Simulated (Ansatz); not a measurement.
Relaxed GaP (zinc blende):

```
CELL_PARAMETERS angstrom
      0.00000     5.50645     5.50645
      2.75322     0.00000     2.75322
      2.75322     2.75322     0.00000
ATOMIC_POSITIONS crystal
  P  0.37500 0.75000 0.75000
  P  0.87500 0.75000 0.75000
  Ga 0.00000 0.00000 0.00000
  Ga 0.50000 0.00000 0.00000
```

The atoms are displaced by Q × the pattern below (from a DFPT mode at L = (0.5, 0.0, 0.0), largest move 1; Q in Å), at fixed cell. It is one choice among 2 degenerate patterns. (q is in reciprocal vectors of the primitive cell; the cell shown is doubled to hold the pattern.)

```csv
atom,x,y,z
P1,0.285,-0.520,0.805
P2,-0.285,0.520,-0.805
Ga3,0.112,-0.203,0.315
Ga4,-0.112,0.203,-0.315
```

All values below come from PBE (plane waves to 420 eV, PAW, scalar-relativistic; Ansatz, an electronic-structure program). k mesh 5×10×10 (Γ-centred), Fermi-Dirac smearing 0.05 eV. E stands for the smeared free energy. Compression counts positive. GaP was relaxed with its symmetry unable to fall. The PAW data are Ansatz's earlier set. The zero of ΔE is the undisplaced structure.

```csv
Q (Å),ΔE (eV/cell),−dE/dQ from forces (eV/Å),P (GPa)
-0.100,…,3.608,0.74
-0.083,…,2.998,0.51
-0.067,0.0796,2.394,0.33
-0.050,0.0448,1.792,0.19
-0.033,…,1.193,0.09
-0.017,0.0050,0.596,0.03
0.000,0.0000,0.000,0.01
0.017,0.0050,-0.596,0.03
0.033,…,-1.193,0.09
0.050,0.0448,-1.792,0.19
0.067,0.0796,-2.394,0.33
0.083,…,-2.998,0.51
0.100,…,-3.608,0.74
```

**Question.** Complete the blanks.

**Answer.** 
- -0.100, ΔE (eV/cell): 0.1796
- -0.083, ΔE (eV/cell): 0.1245
- -0.033, ΔE (eV/cell): 0.0199
- 0.033, ΔE (eV/cell): 0.0199
- 0.083, ΔE (eV/cell): 0.1245
- 0.100, ΔE (eV/cell): 0.1796

(For displaced atoms, the force is minus the slope of the energy, and its curvature is a force constant, which sets phonon frequencies.)
